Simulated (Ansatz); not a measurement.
**Which state of YCo$_{3}$B$_{2}$ comes out lowest in this cell?**

We look at YCo$_{3}$B$_{2}$: a measured crystal structure (space group P6/mmm), with 6 atoms per cell. The computed pressure is over 10 GPa in size, so the cell is far from the computed equilibrium volume. Source: COD entry 1510627; it may be a high-temperature, high-pressure or metastable form.

```xyz
6
Lattice="5.0210 0.0000 0.0000 -2.5105 4.3483 0.0000 0.0000 0.0000 3.0250" Properties=species:S:1:pos:R:3 pbc="T T T"
B     0.0000    2.8989    0.0000
B     2.5105    1.4494    0.0000
Co    2.5105    0.0000    1.5125
Co    1.2552    2.1742    1.5125
Co   -1.2552    2.1742    1.5125
Y     0.0000    0.0000    0.0000
```

Numbers behind element symbols give the atom's place in this list.

Method: DFT, LDA, PAW, plane waves, scalar-relativistic in Ansatz.

| Item | Value |
| --- | --- |
| Plane-wave cutoff | 420 eV |
| k-point mesh | 5×5×7 (Γ-centred) |
| Occupations | Fermi–Dirac smearing, 0.1 eV |

Only collinear orders within this cell were tried; the true ground state may need a larger cell.

“Plain SCF” means no search for lower states.

Question: The cell was converged 15 times from various starts and settings. Describe the lowest state found.

Answer: Non-magnetic, no gap on the k-mesh.

Machine: 2 threads of x86-64 server CPU (shared host).

Question: Estimate the wall time and peak memory of the run “opposed moments +--, plain SCF [Co3 3.00, Co4 -3.00, Co5 -3.00 μB]” on this machine.

Answer: 3.7 s, 0.54 GiB (21 iterations, 36 k-points after symmetry).
